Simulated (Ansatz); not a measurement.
CrIr3 (Cu3Au type, Pm-3m), DFT-PBE in the program Ansatz with PAW potentials, all energies at zero smearing, with the estimated change up to a 700 eV cutoff added, with one set of potentials and settings (totals compare only within such a set). Cell of 4 atoms (1 Cr, 3 Ir): -39184.594 eV.

```csv
element,reference phase,E (eV/atom)
Cr,"Im-3m, 2 atoms in the cell, spin-polarised",-3377.7530
Ir,"Fm-3m, 1 atoms in the cell",-11935.3137
```

Formation energy per atom, worked out: (-39184.594 − 1×(-3377.7530) − 3×(-11935.3137))/4 = -0.225 eV/atom (-22 kJ per mol of atoms), at 0 K, without zero-point energy or fitted corrections.

The workflow started from a Materials Project entry (that database holds measured and hypothetical structures alike); the Crystallography Open Database copy checked does not list it. With Cr and Ir taken as one species the cell has the higher symmetry Fm-3m, so it may be an ordered model of a mixed-site phase. Its standing as an ambient phase is unchecked. The PBE relaxation kept the symmetry of its start; its stability against distortions is not shown here. The final state is ferromagnetic, chosen from 4 collinear starts compared on coarse meshes (ties went to the first, and starts can fall back to one state), not a proven ground state. The references are the lowest solids computed at this level, not always the standard phases. Spin–orbit coupling is left out wherever it is not named.

Potentials: the later of the program's two PAW sets.
